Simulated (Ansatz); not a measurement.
ScPd3 (Cu3Au type, space group No. 221), DFT-LDA in the program Ansatz with PAW potentials, all energies at zero smearing, with the estimated change up to a 700 eV cutoff added, with one set of potentials and settings (totals compare only within such a set). Cell of 4 atoms (1 Sc, 3 Pd): -22626.366 eV.

```tsv
element	reference phase	E (eV/atom)
Sc	P6_3/mmc, 2 atoms in the cell	-2089.0154
Pd	Fm-3m, 1 atoms in the cell	-6844.5892
```

Formation energy per atom, worked out: (-22626.366 − 1×(-2089.0154) − 3×(-6844.5892))/4 = -0.896 eV/atom (-86 kJ per mol of atoms), at 0 K, without zero-point energy or fitted corrections.

Space group Pm-3m (Cu3Au type). The first step of the workflow began from a Materials Project structure, measured or hypothetical; the Crystallography Open Database files this formula in space group No. 221, but the cells were not matched. Its standing as an ambient phase is unchecked. The cell was relaxed with LDA under the symmetry of its start; of distortions, only those at the zone centre were tested. No spin polarisation was allowed. The references are the lowest solids computed at this level, not always the standard phases.

Potentials: the later of the program's two PAW sets.
